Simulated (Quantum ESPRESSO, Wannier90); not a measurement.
**Wannierisation of BN (zinc blende)**

```
begin unit_cell_cart
ang
    0.0000000000    1.8130000000    1.8130000000
    1.8130000000    0.0000000000    1.8130000000
    1.8130000000    1.8130000000    0.0000000000
end unit_cell_cart
begin atoms_frac
B    0.0000000000  0.0000000000  0.0000000000
N    0.2500000000  0.2500000000  0.2500000000
end atoms_frac
```

Structure: Materials Project mp-1639, symmetrised, not relaxed again. COD (Crystallography Open Database) has the formula in 3 space groups, this one among them (matched by group alone). Level: LDA, no spin polarisation, no spin-orbit coupling; pw.x of Quantum ESPRESSO at 68 Ry with PseudoDojo potentials, 12×12×12 k-points, Wannier90. Density: 14×14×14 mesh, cold smearing 0.01 Ry.

Band 1 is isolated and gives one Wannier function a cell (N2 2s 51 %, B1 2p 32 %, B1 2s 12 %; spread 1.08 Å²). Its on-site energy is ε = -16.065 eV relative to the valence-band maximum, and its hoppings t(R) = t(−R) to the nearer images are (images within this range that aren't listed have |t| under 5 meV):

| R (lattice vectors; −R alike) | distance (Å) | t (eV) |
|---|---|---|
| 0 0 1 | 2.56 | -0.413 |
| 0 1 -1 | 2.56 | -0.413 |
| 0 1 0 | 2.56 | -0.413 |
| 1 -1 0 | 2.56 | -0.413 |
| 1 0 -1 | 2.56 | -0.413 |
| 1 0 0 | 2.56 | -0.413 |
| 1 -1 -1 | 3.63 | 0.011 |
| 1 -1 1 | 3.63 | 0.011 |
| 1 1 -1 | 3.63 | 0.011 |
| 0 1 -2 | 4.44 | 0.047 |
| 0 1 1 | 4.44 | 0.047 |
| 0 2 -1 | 4.44 | 0.047 |
| 1 -2 0 | 4.44 | 0.047 |
| 1 -2 1 | 4.44 | 0.047 |
| 1 0 -2 | 4.44 | 0.047 |
| 1 0 1 | 4.44 | 0.047 |
| 1 1 -2 | 4.44 | 0.047 |
| 1 1 0 | 4.44 | 0.047 |
| 2 -1 -1 | 4.44 | 0.047 |
| 2 -1 0 | 4.44 | 0.047 |
| 2 0 -1 | 4.44 | 0.047 |

Question: Work out the band energy at Γ, X, U, K from these numbers.

Answer: For one orbital E(k) = ε + Σ_R 2 t(R) cos(2π k·R), the sum over the listed R.
- Γ, k = (0.000, 0.000, 0.000): E = -16.065 + (-0.413)·(12.00) + (0.011)·(6.00) + (0.047)·(24.00) = -19.83 eV; pw.x: -19.96 eV
- X, k = (-0.500, -0.500, 0.000): E = -16.065 + (-0.413)·(-4.00) + (0.011)·(6.00) + (0.047)·(-8.00) = -14.72 eV; pw.x: -14.35 eV
- U, k = (-0.375, -0.375, 0.250): E = -16.065 + (-0.413)·(-3.66) + (0.011)·(2.00) + (0.047)·(4.00) = -14.34 eV; pw.x: -14.25 eV
- K, k = (-0.375, 0.000, 0.375): E = -16.065 + (-0.413)·(-3.66) + (0.011)·(2.00) + (0.047)·(4.00) = -14.34 eV; pw.x: -14.25 eV

At these points the listed shells miss the plane-wave band by up to 0.37 eV, of a width of 5.94 eV on the path. With all its hoppings the model misses the band by 0.8 meV at worst on the whole path, so most of the miss comes from the hoppings not listed.
